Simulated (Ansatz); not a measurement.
O2 on a (110) slab of HfO2 (Fm-3m (No. 225)), 4 planes, outer planes HfO2 (top) and HfO2 (bottom), 1 a cell of 36.4 Å², relaxed and still whole (its atoms last):

```
CELL_PARAMETERS angstrom
7.17414 0.00000 0.00000
0.00000 5.07288 0.00000
0.00000 0.00000 24.15111
ATOMIC_POSITIONS crystal
Hf 0.25000 0.50000 0.33125
Hf 0.75000 0.50000 0.33125
O 0.50000 0.75000 0.33125
O 0.00000 0.75000 0.33125
O 0.50000 0.25000 0.33125
O 0.00000 0.25000 0.33125
Hf 0.50000 0.00000 0.40551
Hf 0.00000 0.00000 0.40551
O 0.75000 0.25000 0.40551
O 0.25000 0.25000 0.40551
O 0.75000 0.75000 0.40551
O 0.25000 0.75000 0.40551
Hf 0.74895 0.50023 0.48957
Hf 0.25091 0.50018 0.48957
O 0.99996 0.74847 0.48036
O 0.49997 0.74797 0.48164
O 0.99996 0.25201 0.48030
O 0.49999 0.25127 0.48160
Hf 0.00000 0.00031 0.54616
Hf 0.50005 0.00056 0.54892
O 0.24732 0.24155 0.55640
O 0.75260 0.24163 0.55641
O 0.24711 0.75923 0.55642
O 0.75276 0.75924 0.55644
O 0.49231 0.20167 0.67495
O 0.49974 0.99634 0.64652
```

These are results of Ansatz 0.2.0, DFT PBE+D3(BJ), scalar-relativistic, plane waves, PAW, not measurements. Plane waves to 420 eV, a k mesh through Γ of 2×3×1 on the computed 26-atom cell and Gaussian smearing (0.05 eV); collinear spin. A dipole correction removes the field between periodic images along c.

It binds with 0.46 eV a molecule against the clean slab and the free molecule (no zero-point or thermal terms); its shortest contact is O–Hf 2.36 Å. Take first-order desorption with no barrier to adsorption, no reaction on the face and an assumed prefactor of 10^13 s⁻¹.

Question: How long does a molecule stay at 573 K?

Answer: τ = ν⁻¹·exp(E/k_BT) with k_BT = 0.0494 eV: E/k_BT = 9.3, so τ ≈ 1×10^-9 s. At about one hit a site a second (10⁻⁶ mbar) the coverage is near τ × 1 s⁻¹, so a layer needs roughly 9×10^2 mbar.

Question: Where does its peak lie in a desorption experiment heated at 2 K/s?

Answer: The peak obeys E/(k_B·T_p²) = (ν/β)·exp(−E/k_BT_p). Solving gives T_p ≈ 172 K (E/k_BT_p = 31.0). An error of 0.1 eV in E moves it by about 37 K, and larger molecules have larger prefactors, which lowers it.

Question: Is this physisorption or chemisorption?

Answer: The tightest contact, O–Hf 2.36 Å, is 0.98 times the sum of covalent radii, and deformation and lateral interaction add up to +0.15 eV. This is chemisorption.

The state reached may not be the lowest one.

The reference crystal is the fluorite-type form of HfO2, which isn't its usual structure.